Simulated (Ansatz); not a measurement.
## Ni2Ge (Pnma): electronic heat capacity and spin susceptibility from the density of states

Theory: Ansatz 0.2.0, DFT PBEsol, scalar-relativistic, plane waves, PAW.

Cutoff 420 eV; k points 8×10×6 on the computed 12-atom cell (Γ-centred); Gaussian smearing, width 0.10 eV; no spin polarisation.

Relaxed cell: Pnma, a = 5.049 Å, b = 3.788 Å, c = 7.181 Å, α = 90.00°, β = 90.00°, γ = 90.00°, 12 atoms in the primitive cell. Whether it is the stable form of this composition wasn't checked.

The density of states at the Fermi level is 6.997 states/eV in the cell of 12 atoms (4 formula units; both spins, tetrahedra on a 12×15×9 mesh). Averaged over bins of 0.1 eV the density runs from 4.6 to 7.1 states/eV within 0.2 eV of the Fermi level, so the figure hangs on the exact place of that level.

Problem. What Sommerfeld coefficient and Pauli susceptibility does this give?

Solution. Per formula unit N(E_F) = 1.749 states/eV. γ = (π²/3) k_B² N(E_F) N_A = 2.357 mJ/(mol K²) per state/eV, so γ = 4.1 mJ/(mol K²), a mole of formula units. χ_P = μ_B² N(E_F) N_A = 3.23×10⁻⁵ emu/mol per state/eV gives 5.7×10⁻⁵ emu/mol. This is the bare band result: a measured γ of the same phase is as a rule larger by a factor 1 + λ from phonons and spin fluctuations, the spin part of χ is larger by the Stoner factor, and a measured χ also holds orbital and core terms. N(E_F) at one energy is sensitive to the mesh where the density of states has sharp peaks.

A ferromagnetic start lost its moments in a first run, so spin was left out; other magnetic orders weren't tried.

Cost: 1 run of about 2.7 core-minutes, on AMD EPYC 9R45 (Zen 5) (shared hosts).